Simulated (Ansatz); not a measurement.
LiF:
```yaml
crystal:
  lattice:
    - [0.00000, 1.95376, 1.95376]
    - [1.95376, 0.00000, 1.95376]
    - [1.95376, 1.95376, 0.00000]
  atoms:
    - { symbol: Li, position: [0.00000, 0.00000, 0.00000] }
    - { symbol: F, position: [0.50000, 0.50000, 0.50000] }
```

Relaxed with LDA. Special points in fractions of this cell's reciprocal vectors: Γ (0.000, 0.000, 0.000); X (0.500, 0.000, 0.500); U (0.625, 0.250, 0.625); K (0.375, 0.375, 0.750); L (0.500, 0.500, 0.500); W (0.500, 0.250, 0.750).

Q: List the band energies nearest the valence-band maximum at these points for DFT-LDA in the program Ansatz with PAW potentials.

A: In eV from the valence-band maximum; about four levels below and three above (degenerate sets whole), none deeper than 8.9 eV; … stands for higher levels left out; points with the same levels are listed once.

```json
[
 {"k": "Γ", "below": "0.00 0.00 0.00", "above": "9.71 …"},
 {"k": "X", "below": "-3.53 -1.18 -1.18", "above": "15.29 …"},
 {"k": "U", "below": "-2.95 -1.81 -0.87", "above": "14.71 …"},
 {"k": "L", "below": "-2.86 -0.26 -0.26", "above": "10.87 …"},
 {"k": "W", "below": "-2.45 -2.45 -0.90", "above": "…"}
]
```

Space group Fm-3m (rock salt). The cell was relaxed with LDA under the symmetry of its start; phonons on a q-mesh show no instability.

Potentials: the earlier of the program's two PAW sets.
